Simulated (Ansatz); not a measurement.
The relaxed structure here is a generated cell of Mg3Sb2: the first start was made by placing the elements on the sites of a structure type, and the end was not matched to a known phase here, so it may be hypothetical. Known forms of Mg3Sb2 include space group No. 164.

A relaxed cell of Mg3Sb2 (P4/mbm (No. 127)), relaxed on a k-mesh at least as fine as the one used below. Level of theory: r2SCAN (plane waves to 500 eV, PAW, scalar-relativistic; Ansatz, a program for electronic structure). Γ-centred k-mesh 4×4×8 on the run's cell (coarser than for final values), Fermi–Dirac smearing 0.05 eV.

```
Mg3Sb2
1.0
    7.90895     0.00000     0.00000
    0.00000     7.90895     0.00000
    0.00000     0.00000     3.99909
Mg Sb
6 4
Cartesian
  0.00000   0.00000   0.00000
  3.95447   3.95447   0.00000
  1.07018   5.02465   1.99954
  5.02465   6.83877   1.99954
  2.88430   1.07018   1.99954
  6.83877   2.88430   1.99954
  2.60543   6.55990   0.00000
  6.55990   5.30352   0.00000
  1.34904   2.60543   0.00000
  5.30352   1.34904   0.00000
```

The atoms are displaced by (Å):

```
atom      ux      uy      uz
----  ------  ------  ------
Mg1   -0.029  -0.010  -0.084
Mg2    0.040  -0.023  -0.076
Mg3    0.100   0.021   0.114
Mg4   -0.073   0.039  -0.050
Mg5   -0.118   0.088  -0.072
Mg6   -0.075  -0.023   0.079
Sb7   -0.120   0.162   0.040
Sb8   -0.054   0.029   0.007
Sb9   -0.037  -0.053  -0.042
Sb10  -0.035  -0.110   0.111
```

### Question
What forces (eV/Å) and pressure result?

### Answer
```json
[
 {"atom": "Mg1", "Fx": "-0.32", "Fy": "0.06", "Fz": "0.05"},
 {"atom": "Mg2", "Fx": "-0.23", "Fy": "0.05", "Fz": "0.09"},
 {"atom": "Mg3", "Fx": "-0.22", "Fy": "-0.21", "Fz": "-0.16"},
 {"atom": "Mg4", "Fx": "-0.09", "Fy": "-0.16", "Fz": "0.21"},
 {"atom": "Mg5", "Fx": "0.30", "Fy": "-0.19", "Fz": "0.17"},
 {"atom": "Mg6", "Fx": "0.10", "Fy": "0.13", "Fz": "-0.04"},
 {"atom": "Sb7", "Fx": "0.43", "Fy": "-0.61", "Fz": "0.00"},
 {"atom": "Sb8", "Fx": "0.02", "Fy": "-0.28", "Fz": "-0.11"},
 {"atom": "Sb9", "Fx": "-0.09", "Fy": "0.73", "Fz": "-0.22"},
 {"atom": "Sb10", "Fx": "0.09", "Fy": "0.47", "Fz": "0.00"}
]
```

Pressure +0.3 GPa.

The undisplaced cell is probably no minimum: from this displacement the run went on to P2₁ (No. 4), 0.24 eV/atom below it.

No spin polarisation in the result.
